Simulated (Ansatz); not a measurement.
Guessed and relaxed cells of Y2Pb

A trial structure of Y2Pb was built thus: close-packed layers stacked ABC (P-3m1, No. 164) (elements of the layers in order: Y Y Pb). The dimensions are guesses.

start:

Space group P-3m1 (No. 164). a = 3.548 Å, b = 3.548 Å, c = 8.939 Å, α = 90.00°, β = 90.00°, γ = 120.00°
```tsv
atom	site	symmetry	x	y	z
Y	2d	3m.	0.3333	0.6667	0.8333
Pb	1b	-3m.	0.0000	0.0000	0.5000
```

Method: Ansatz 0.2.0, DFT PBE, scalar-relativistic, plane waves, PAW. Cutoff 420 eV, Gaussian smearing, Γ-centred meshes. Cell and atoms relax on a converged mesh. In metals the finer mesh still leaves noise of several meV/atom or more. The steps can't lower the symmetry of their start. No spin polarisation.

end:

Space group P-3m1 (No. 164). a = 3.622 Å, b = 3.622 Å, c = 8.148 Å, α = 90.00°, β = 90.00°, γ = 120.00°
```csv
atom,site,symmetry,x,y,z
Y,2d,3m.,0.3333,0.6667,0.8254
Pb,1b,-3m.,0.0000,0.0000,0.5000
```

The symmetry stays P-3m1 (No. 164). The volume per atom shrinks by 5.0 %, from 32.5 to 30.9 Å³. The shortest distance goes from 3.55 Å (Pb–Pb and Y–Y) to 3.38 Å (Y–Pb). The ratio c/a of the conventional cell changes by a factor of 0.89.

* Volume per atom: 30.86 Å³
* Density: 6.91 g/cm³
* Formation energy: −0.23 eV/atom
* Gap on the 18×18×6 mesh of the 3-atom cell: 0 eV (a metal)

The zero of energy is the elements' standard structures at the same level; no fitted shifts are applied. A negative formation energy is needed for stability but isn't enough: competing phases decide.

The last run used Gaussian smearing of 0.10 eV. Spin–orbit coupling, which can matter for Pb, is left out. Symmetry constrained the relaxation, so the result can be a saddle point. In all, the 2 runs took 3.3 min on 1 thread of Intel(R) Xeon(R) Platinum 8259CL CPU @ 2.50GHz (Skylake/Cascade Lake), with other jobs on the host.
